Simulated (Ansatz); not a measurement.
La(BC)$_{2}$ (space group P4/mbm)

```
La(BC)2
1.0
    5.37877     0.00000     0.00000
    0.00000     5.37877     0.00000
    0.00000     0.00000     3.91511
La B C
2 4 4
Direct
  0.50000   0.50000   0.00000
  0.00000   0.00000   0.00000
  0.63728   0.13728   0.50000
  0.36272   0.86272   0.50000
  0.86272   0.63728   0.50000
  0.13728   0.36272   0.50000
  0.66145   0.83855   0.50000
  0.33855   0.16145   0.50000
  0.16145   0.66145   0.50000
  0.83855   0.33855   0.50000
```

The slice is a (-1 2 0) plane (indices of the conventional cell) through the point (0.363, 0.863, 0.500) (fractional), spanned by u = [001] and v = [210] in vectors of this cell: u (3.92 Å) and v (12.03 Å, at 90° to u). It covers one period; positions are fractions (u, v).

All values below come from PBEsol (plane waves to 420 eV, PAW, scalar-relativistic; Ansatz, a first-principles code). k mesh 9×9×12. These are valence fields of a PAW run, semicore shells included where kept as valence: close to a nucleus they are smooth pseudo fields. La(BC)2 is run without spin polarisation. La(BC)2 was relaxed with its symmetry unable to fall.

**Question.** Predict the map of the electron localisation function (ELF) on the slice.

**Answer.** 
```
v \ u  0.00  0.12  0.25  0.38  0.50  0.62  0.75  0.88
-----  ----  ----  ----  ----  ----  ----  ----  ----
0.88   0.61  0.72  0.50  0.11  0.08  0.11  0.50  0.72
0.75      x  0.22  0.47  0.21  0.10  0.21  0.47  0.22
0.62   0.13  0.08  0.47  0.83  0.76  0.83  0.47  0.08
0.50   0.44  0.32  0.14  0.52  0.74  0.52  0.14  0.32
0.38   0.45  0.49  0.27  0.13  0.19  0.13  0.27  0.49
0.25   0.30  0.20  0.15  0.67  0.81  0.67  0.15  0.20
0.12   0.83  0.71  0.39  0.12  0.05  0.12  0.39  0.71
0.00      x  0.20  0.50  0.23  0.10  0.23  0.50  0.20
```

Values: electron localisation function (ELF). Points within 0.3 Å of a nucleus are blanked (x), as the pseudised field means little there.
